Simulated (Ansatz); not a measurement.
The start is a randomly generated symmetric cell of Si2W (space group No. 37). Cell shape, volume and atoms are optimised at zero target pressure with PBE (plane waves to 420 eV, PAW, scalar-relativistic; Ansatz, a program for electronic structure). First-step values are on the input's coarse k-mesh.

Ansatz input (later rounds restart from its end on a renewed k-mesh):
Ansatz 0.2 input:
```yaml
crystal:
  lattice:
    - [2.8314114, -3.3824159, 0]
    - [2.8314114, 3.3824159, 0]
    - [0, 0, 5.1715634]
  atoms:
    - { symbol: Si, position: [0.30983526, 0.42749438, 0.75350341] }
    - { symbol: Si, position: [0.69016474, 0.57250562, 0.75350341] }
    - { symbol: Si, position: [0.57250562, 0.69016474, 0.25350341] }
    - { symbol: Si, position: [0.42749438, 0.30983526, 0.25350341] }
    - { symbol: W, position: [0, 0, 0.48874186] }
    - { symbol: W, position: [0, 0, 0.98874186] }
basis: { ecutwfc: 420, ecutrho_ratio: 4, xc_grid: 2, fft_grid_basis: typed }
kpoints: { mp_grid: { grid: [5, 5, 5] } }
hamiltonian:
  xc: pbe
  dispersion: none
  pseudopotentials: { azcp: { folder: ./paw }, kind: paw }
scf: { occupations: { method: fermi_dirac, width: 0.05 } }
relax: { f_tol: 0.01, max_steps: 100, cell: { stress_tol: 0.02 } }
output: { forces: true, stress: true }
```

```json
{
 "initial_pressure": "+44 GPa (positive: the cell is compressed)",
 "largest_initial_force": "about 22.7 eV/Å, on Si1, Si2, Si3, Si4 (atoms numbered as listed)",
 "outcome": "The space group goes from Ccc2 (No. 37) to Cccm (No. 66), with 6 atoms in the primitive cell",
 "energy_released": "1.95 eV/atom",
 "optimiser_moves": "14"
}
```

Relaxed structure:

```cif
data_Si8W4
_chemical_formula_sum 'Si8 W4'
_space_group_name_H-M_alt 'Cccm'
_space_group_IT_number 66
_space_group_name_Hall '-C 2 2c'
_cell_length_a 6.17229
_cell_length_b 6.30884
_cell_length_c 5.08678
_cell_angle_alpha 90.000
_cell_angle_beta 90.000
_cell_angle_gamma 90.000
loop_
_space_group_symop_operation_xyz
  'x, y, z'
  '-x, -y, -z'
  '-x, -y, z'
  'x, y, -z'
  'x, -y, -z+1/2'
  '-x, y, z+1/2'
  '-x, y, -z+1/2'
  'x, -y, z+1/2'
  'x+1/2, y+1/2, z'
  '-x+1/2, -y+1/2, -z'
  '-x+1/2, -y+1/2, z'
  'x+1/2, y+1/2, -z'
  'x+1/2, -y+1/2, -z+1/2'
  '-x+1/2, y+1/2, z+1/2'
  '-x+1/2, y+1/2, -z+1/2'
  'x+1/2, -y+1/2, z+1/2'
loop_
_atom_site_label
_atom_site_type_symbol
_atom_site_symmetry_multiplicity
_atom_site_Wyckoff_symbol
_atom_site_fract_x
_atom_site_fract_y
_atom_site_fract_z
_atom_site_occupancy
Si1 Si 8 l 0.11239 0.36331 0.00000 1
W1 W 4 a 0.00000 0.00000 0.25000 1
```
(The calculation used a cell of 6 atoms; values per cell refer to that cell.)

Final values are on a 11×11×9 k-mesh of the relaxed cell. No spin polarisation in the result.

The run could not lose the symmetry of its start: the end is stationary, and may be a saddle point rather than a minimum.

The relaxed structure here is a generated cell of Si2W: the first start was made by a random draw of sites in a space group, and the end was not matched to a known phase here, so it may be hypothetical. Known forms of Si2W include space group No. 139.
